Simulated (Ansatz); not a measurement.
## Stiffness of KTaO3 from strained cells

```xyz
5
Lattice="3.9883 0.0000 0.0000 0.0000 3.9883 0.0000 0.0000 0.0000 3.9883" Properties=species:S:1:pos:R:3 pbc="T T T"
K     1.9942    1.9942    1.9942
Ta    0.0000    0.0000    0.0000
O     1.9942    0.0000    0.0000
O     0.0000    1.9942    0.0000
O     0.0000    0.0000    1.9942
```

Atom numbers follow the list: K1, Ta2, O3, O4, O5.

The cell comes from COD entry 2102087, which wasn't checked; take it as a given geometry.

Spin–orbit coupling is left out, though it moves levels of the heavy atoms by tenths of an eV or more.

The calculation used DFT, LDA, all-electron LAPW, scalar-relativistic (Ansatz 0.2.0).

Sampling and basis: a Γ-centred 5×5×5 k mesh, Fermi–Dirac smearing of 0.01 eV, basis error target 0.5 meV/atom, no spin polarisation.

The unstrained cell is at -5.53 GPa. Large strains and very small stresses are left out. Each strain is applied once, with fractional coordinates held (clamped ions), and σ below is the change of stress, positive in tension. One finite strain gives stress–strain coefficients at this pressure with an error of the order of the strain times third-order constants, a few per cent for each per cent of strain.

Problem. With equal xy, yz and zx engineering shear strains of +1 %, the run gives σxy = 0.99 GPa and γxy = 2εxy = 0.0100. Which stiffness follows?

Solution. C44 (clamped ions) = σxy/γxy = 99 GPa.
